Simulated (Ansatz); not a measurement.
The start is a generated cell, SrTiO3 built in the LiNbO3 structure type. Cell shape, volume and atoms are optimised at zero target pressure with r2SCAN (plane waves to 500 eV, PAW, scalar-relativistic; Ansatz, a quantum-chemistry and plane-wave program). The first steps use a coarse 5×5×5 k-mesh.

Starting cell:
```
CELL_PARAMETERS angstrom
      2.78501     1.60793     4.90332
     -2.78501     1.60793     4.90332
      0.00000    -3.21585     4.90332
ATOMIC_POSITIONS crystal
  Sr 0.28750 0.28750 0.28750
  Sr 0.78750 0.78750 0.78750
  Ti 0.01280 0.01280 0.01280
  Ti 0.51280 0.51280 0.51280
  O  0.74643 0.14093 0.36263
  O  0.36263 0.74643 0.14093
  O  0.14093 0.36263 0.74643
  O  0.86263 0.64093 0.24643
  O  0.24643 0.86263 0.64093
  O  0.64093 0.24643 0.86263
```

```json
{
 "initial_pressure": "-6.8 GPa (negative: the cell is under tension)",
 "volume_change": "-9.2 %, from 13.17 to 11.96 Å³/atom",
 "band_gap_at_the_end": "2.48 eV, direct at Γ (no spin-orbit coupling)",
 "optimiser_moves": "6"
}
```

The end point of the relaxation:

Space group R3c, hexagonal axes (No. 161); a = 5.531 Å, b = 5.531 Å, c = 13.545 Å, α = 90.00°, β = 90.00°, γ = 120.00°

```
atom  site  symmetry       x       y       z
----  ----  --------  ------  ------  ------
Sr      6a        3.  0.0000  0.0000  0.2630
Ti      6a        3.  0.0000  0.0000  0.0144
O      18b         1  0.1471  0.3331  0.0910
```
(The calculation used a cell of 10 atoms; values per cell refer to that cell.)

Final values are on a 7×7×7 k-mesh of the relaxed cell. No spin polarisation in the result.

The run could not lose the symmetry of its start: the end is stationary, and may be a saddle point rather than a minimum.

The relaxed structure here is a generated cell of SrTiO3: the first start was made by placing the elements on the sites of a structure type, and the end was not matched to a known phase here, so it may be hypothetical. Known forms of SrTiO3 include space group No. 221.
